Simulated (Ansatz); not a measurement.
**ZnS: do energies and stresses tell the same story?**

Computed with Ansatz, DFT PBE, scalar-relativistic, plane waves, PAW.

Cutoff 420 eV; k points 12×12×4 on the computed 8-atom cell (Γ-centred); Gaussian smearing, width 0.02 eV; no spin polarisation.

Relaxed cell: P6_3mc, a = 3.847 Å, b = 3.847 Å, c = 12.590 Å, α = 90.00°, β = 90.00°, γ = 120.00°, 8 atoms in the primitive cell.

Energies at zero smearing and pressures from the stress tensor, at volumes with shape and atoms relaxed:
| V (Å³/atom) | E − E(first) (meV/atom) | P (GPa) |
| --- | --- | --- |
| 18.958 | 0.00 | 4.94 |
| 19.563 | -13.49 | 2.28 |
| 20.168 | -17.70 | 0.02 |
| 20.773 | -14.04 | -1.90 |
| 21.378 | -3.68 | -3.54 |

Task: Check P = −dE/dV between neighbouring volumes, and get the bulk modulus from the pressures alone.

Result: With 1 eV/Å³ = 160.2 GPa:
```json
{"middle V (Å³/atom)": "19.260", "−ΔE/ΔV (GPa)": "3.571", "mean P (GPa)": "3.609"}
{"middle V (Å³/atom)": "19.865", "−ΔE/ΔV (GPa)": "1.116", "mean P (GPa)": "1.147"}
{"middle V (Å³/atom)": "20.470", "−ΔE/ΔV (GPa)": "-0.971", "mean P (GPa)": "-0.944"}
{"middle V (Å³/atom)": "21.075", "−ΔE/ΔV (GPa)": "-2.742", "mean P (GPa)": "-2.721"}
```

The two differ by 0.04 GPa at most. The mean of two end pressures misses the average over a step by about ΔV² P″/12, up to 0.04 GPa here; with that taken off 0.00 GPa remains. Around V = 20.168 Å³/atom, the two neighbours give B = −V ΔP/ΔV = 20.168 × 4.18 / 1.210 = 69.7 GPa, against B0 = 69.3 GPa from the Birch–Murnaghan fit of the energies.